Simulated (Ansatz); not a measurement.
TaP:
```cif
data_PTa
_chemical_formula_sum 'Ta1 P1'
_space_group_name_H-M_alt 'P-6m2'
_space_group_IT_number 187
_space_group_name_Hall 'P -6 2'
_cell_length_a 3.26337
_cell_length_b 3.26337
_cell_length_c 3.29777
_cell_angle_alpha 90.000
_cell_angle_beta 90.000
_cell_angle_gamma 120.000
loop_
_atom_site_label
_atom_site_type_symbol
_atom_site_symmetry_multiplicity
_atom_site_Wyckoff_symbol
_atom_site_fract_x
_atom_site_fract_y
_atom_site_fract_z
_atom_site_occupancy
Ta1 Ta 1 e 0.66667 0.33333 0.00000 1
P1 P 1 b 0.00000 0.00000 0.50000 1
```

Relaxed with LDA.

Which orbitals make up the states near the Fermi level in plane-wave PAW LDA (Ansatz code)?

Within 0.5 eV of the Fermi level: Ta 5d 85 %, P 3p 8 %. Projections are on Löwdin-orthogonalised atomic valence shells; empty p or d shells of many metals are not among them.

Tabulate the density of states.

States/eV per cell of 2 atoms, in 0.25 eV bins, energy from the Fermi level.

| E (eV) | total | Ta 5d | P 3p | Ta 6s |
|---|---|---|---|---|
| -7.85 | 0.01 | 0.00 | 0.00 | 0.00 |
| -7.60 | 0.04 | 0.01 | 0.02 | 0.01 |
| -7.35 | 0.06 | 0.01 | 0.03 | 0.01 |
| -7.10 | 0.08 | 0.01 | 0.04 | 0.02 |
| -6.85 | 0.13 | 0.02 | 0.07 | 0.02 |
| -6.60 | 0.44 | 0.09 | 0.25 | 0.06 |
| -6.35 | 0.72 | 0.18 | 0.40 | 0.09 |
| -6.10 | 0.97 | 0.27 | 0.53 | 0.11 |
| -5.85 | 1.40 | 0.45 | 0.75 | 0.12 |
| -5.60 | 1.65 | 0.58 | 0.88 | 0.11 |
| -5.35 | 0.85 | 0.30 | 0.44 | 0.05 |
| -5.10 | 0.65 | 0.24 | 0.34 | 0.03 |
| -4.85 | 0.79 | 0.28 | 0.43 | 0.02 |
| -4.60 | 0.97 | 0.33 | 0.55 | 0.03 |
| -4.35 | 1.04 | 0.35 | 0.61 | 0.03 |
| -4.10 | 1.31 | 0.45 | 0.76 | 0.03 |
| -3.85 | 1.35 | 0.54 | 0.71 | 0.03 |
| -3.60 | 1.18 | 0.52 | 0.58 | 0.03 |
| -3.35 | 1.26 | 0.56 | 0.63 | 0.03 |
| -3.10 | 1.93 | 0.80 | 1.05 | 0.03 |
| -2.85 | 1.84 | 0.72 | 1.04 | 0.02 |
| -2.60 | 1.45 | 0.71 | 0.68 | 0.02 |
| -2.35 | 1.27 | 0.69 | 0.52 | 0.01 |
| -2.10 | 1.14 | 0.64 | 0.46 | 0.01 |
| -1.85 | 1.19 | 0.66 | 0.50 | 0.00 |
| -1.60 | 0.41 | 0.22 | 0.18 | 0.00 |
| -1.35 | 0.98 | 0.65 | 0.25 | 0.05 |
| -1.10 | 2.19 | 1.57 | 0.38 | 0.12 |
| -0.85 | 2.11 | 1.53 | 0.37 | 0.09 |
| -0.60 | 1.70 | 1.20 | 0.29 | 0.07 |
| -0.35 | 0.64 | 0.52 | 0.07 | 0.01 |
| -0.10 | 0.31 | 0.27 | 0.03 | 0.00 |
| 0.15 | 0.23 | 0.21 | 0.01 | 0.00 |
| 0.40 | 0.26 | 0.24 | 0.00 | 0.00 |
| 0.65 | 0.46 | 0.41 | 0.02 | 0.00 |
| 0.90 | 0.73 | 0.64 | 0.05 | 0.01 |
| 1.15 | 0.85 | 0.73 | 0.06 | 0.01 |
| 1.40 | 0.95 | 0.82 | 0.07 | 0.01 |
| 1.65 | 0.85 | 0.71 | 0.08 | 0.00 |
| 1.90 | 0.72 | 0.57 | 0.09 | 0.01 |
| 2.15 | 0.78 | 0.57 | 0.12 | 0.01 |
| 2.40 | 0.93 | 0.63 | 0.16 | 0.02 |
| 2.65 | 1.45 | 0.92 | 0.23 | 0.07 |
| 2.90 | 1.60 | 1.02 | 0.26 | 0.07 |
| 3.15 | 1.72 | 1.12 | 0.27 | 0.09 |
| 3.40 | 1.57 | 1.08 | 0.18 | 0.09 |
| 3.65 | 1.67 | 1.16 | 0.21 | 0.08 |
| 3.90 | 1.48 | 1.03 | 0.19 | 0.06 |
| 4.15 | 2.31 | 1.41 | 0.36 | 0.17 |
| 4.40 | 2.19 | 1.26 | 0.35 | 0.17 |
| 4.65 | 2.02 | 1.06 | 0.36 | 0.15 |

The workflow started from a Materials Project entry (that database holds measured and hypothetical structures alike); the Crystallography Open Database copy checked does not list it. COD files the formula under space group No. 141, so this cell is another polymorph or a model. Its standing as an ambient phase is unchecked. The cell was relaxed with LDA under the symmetry of its start; of distortions, only those at the zone centre were tested. No spin polarisation was allowed. Spin–orbit coupling is left out wherever it is not named.

Potentials: the earlier of the program's two PAW sets.
